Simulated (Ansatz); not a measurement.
Ag3Sn in space group P-6m2 (No. 187; Ag on 1b, Ag on 2i, Sn on 1a) at seven volumes, PBEsol in the plane-wave PAW code Ansatz, shape and atoms relaxed at each. One row is withheld.

| V (Å³/atom) | P (GPa) |
|---|---|
| 17.104 | 11.11 |
| 17.667 | 6.66 |
| 18.231 | ? |
| 18.795 | 0.00 |
| 19.359 | -2.44 |
| 19.923 | -4.42 |
| 20.487 | -6.03 |

**Question.** Fit the shown pressures and predict the withheld one.

**Answer.** Third-order Birch–Murnaghan: P = (3/2)B₀(x^(7/2) − x^(5/2))[1 + (3/4)(B′ − 4)(x − 1)] with x = (V₀/V)^(2/3). Least squares on the six rows gives V₀ = 18.796 Å³/atom, B₀ = 89.83 GPa, B′ = 5.77. At V = 18.231, x = 1.0206 and P = 2.99 GPa. The run itself gave 3.00 GPa.

The first step of the workflow began from a Materials Project structure, measured or hypothetical; the Crystallography Open Database copy checked does not list it. COD files the formula under space group No. 59. With Ag and Sn taken as one species the cell has the higher symmetry P6_3/mmc, so it may be an ordered model of a mixed-site phase. Whether it is the stable phase at ambient conditions was not checked. The cell was relaxed with PBEsol under the symmetry of its start; its stability against distortions is not shown here. The run is not spin-polarised. Spin–orbit coupling is left out wherever it is not named.

Potentials: the later of the program's two PAW sets.
